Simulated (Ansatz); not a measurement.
KMgF3:
```yaml
crystal:
  lattice:
    - [3.99125, 0.00000, 0.00000]
    - [0.00000, 3.99125, 0.00000]
    - [0.00000, 0.00000, 3.99125]
  atoms:
    - { symbol: K, position: [0.50000, 0.50000, 0.50000] }
    - { symbol: Mg, position: [0.00000, 0.00000, 0.00000] }
    - { symbol: F, position: [0.00000, 0.50000, 0.00000] }
    - { symbol: F, position: [0.50000, 0.00000, 0.00000] }
    - { symbol: F, position: [0.00000, 0.00000, 0.50000] }
```

x, y and z are the axes in which the lattice vectors are written.

Q: Give the high-frequency dielectric tensor and the Born effective charge tensors of the independent atoms from DFPT, DFT-PBEsol in the program Ansatz with PAW potentials.

A: 
ε∞:
```
2.12  0.00  0.00
0.00  2.12  0.00
0.00  0.00  2.12
```
Z* of atom 1 (K), rows: field, columns: displacement, in e:
```
1.19  0.00  0.00
0.00  1.19  0.00
0.00  0.00  1.19
```
Z* of atom 2 (Mg), rows: field, columns: displacement, in e:
```
2.00  0.00  0.00
0.00  2.00  0.00
0.00  0.00  2.00
```
Z* of atom 3 (F), rows: field, columns: displacement, in e:
```
-0.96   0.00   0.00
 0.00  -1.28   0.00
 0.00   0.00  -0.96
```

Space group Pm-3m (cubic perovskite). The PBEsol relaxation kept the symmetry of its start.

Potentials: the later of the program's two PAW sets.
